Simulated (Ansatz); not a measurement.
Relaxed WC (WC type, space group P-6m2):

```
CELL_PARAMETERS angstrom
      5.84370     0.00000     0.00000
     -1.46093     2.53040     0.00000
      0.00000     0.00000     2.84710
ATOMIC_POSITIONS crystal
  W  0.00000 0.00000 0.00000
  W  0.50000 0.00000 0.00000
  C  0.33333 0.33333 0.50000
  C  0.83333 0.33333 0.50000
```

In this cell atom 1 (W, nearest neighbour C at 2.207 Å; its periodic images, 2.8 Å or more away, move with it) is moved by s towards the nearest neighbour, unit vector (0.662, 0.382, 0.645); all other atoms and the cell stay fixed.

These are PBE (plane waves to 420 eV, PAW, scalar-relativistic; Ansatz, a quantum-chemistry and plane-wave program) values and carry that method's errors. k mesh 15×15×13 (Γ-centred), Fermi-Dirac smearing 0.05 eV. Energies are smeared free energies. Left out: 1 of 11 points, with atoms too close for the PAW data. With partly filled bands, energies and forces of such displacements shift with the k mesh and the smearing. Spin-orbit coupling is left out, though W is heavy. WC is run without spin polarisation. WC was relaxed with its symmetry unable to fall. The zero of ΔE is the undisplaced structure. The last digit holds for this mesh only.

```
s (Å)   ΔE (meV/cell)
------  -------------
-0.440         2234.7
-0.352         1467.3
-0.264          845.7
-0.176          384.6
-0.088       withheld
0.000             0.0
0.088           102.3
0.176           418.1
0.264           967.6
0.352          1783.1
```

Problem. Fit a polynomial form (powers 2, 3, 4) to the given rows and predict ΔE at s = -0.088.

Solution. Least squares on the 9 given rows: ΔE = (12990)·s² + (3609)·s³ + (787.0)·s⁴, in meV/cell with s in Å; root-mean-square residual 3.77 meV/cell. At -0.088 the fit gives 98.2 meV/cell; the calculation gives 98.2 meV/cell, the same to the digits shown. The quadratic term alone would give 100.6 meV/cell.

(A displaced cell: forces are minus the slopes of the energy, force constants its curvatures, and phonons follow from these.)
